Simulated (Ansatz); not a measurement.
The relaxed structure here is a generated cell of AlPt: the first start was made by placing the elements on the sites of a structure type, and the end was not matched to a known phase here, so it may be hypothetical.

A relaxed cell of AlPt (Pbcm (No. 57)), relaxed on a k-mesh at least as fine as the one used below. Method: PBE (plane waves to 420 eV, PAW, scalar-relativistic; Ansatz, a quantum-chemistry and plane-wave program). Γ-centred k-mesh 6×7×7 on the run's cell (coarser than for final values), Fermi–Dirac smearing 0.05 eV.

```
AlPt
1.0
    5.29917     0.00000     0.00000
    0.00000     4.90558     0.00000
    0.00000     0.00000     4.69842
Al Pt
4 4
Direct
  0.33978   0.56052   0.25000
  0.33978   0.93948   0.75000
  0.66022   0.06052   0.25000
  0.66022   0.43948   0.75000
  0.82521   0.55677   0.25000
  0.82521   0.94323   0.75000
  0.17479   0.05677   0.25000
  0.17479   0.44323   0.75000
```

The atoms are displaced by (Å):

| atom | ux | uy | uz |
|---|---|---|---|
| Al1 | 0.068 | -0.037 | -0.044 |
| Al2 | -0.164 | 0.063 | -0.027 |
| Al3 | -0.003 | -0.007 | -0.088 |
| Al4 | 0.061 | -0.039 | -0.087 |
| Pt5 | -0.020 | -0.013 | 0.053 |
| Pt6 | -0.049 | 0.064 | -0.120 |
| Pt7 | 0.153 | -0.059 | 0.115 |
| Pt8 | 0.051 | -0.078 | 0.060 |

Question: What forces (eV/Å) and pressure result?

Answer: 
| atom | Fx | Fy | Fz |
|---|---|---|---|
| Al1 | -0.23 | 0.14 | 0.32 |
| Al2 | 1.40 | -1.45 | 1.45 |
| Al3 | 0.61 | -0.14 | -0.29 |
| Al4 | -0.53 | 0.54 | 0.95 |
| Pt5 | 0.87 | 0.24 | -0.92 |
| Pt6 | 0.15 | -0.78 | 0.46 |
| Pt7 | -1.68 | 0.39 | -1.58 |
| Pt8 | -0.59 | 1.05 | -0.40 |

Pressure +5.2 GPa.

Question: Estimate the energy cost of the displacement in the harmonic approximation and compare with the calculation.

Answer: For a harmonic well ΔE = −½ Σ F·u = 0.643 eV a cell, or 80 meV/atom. The calculated energy relative to the undisplaced cell is +0.08 eV/atom, so the harmonic estimate holds well.

No spin polarisation in the result.

The run that gave the undisplaced cell could not lose the symmetry of its start; a randomly shaken copy of 8 atoms returns to this structure.
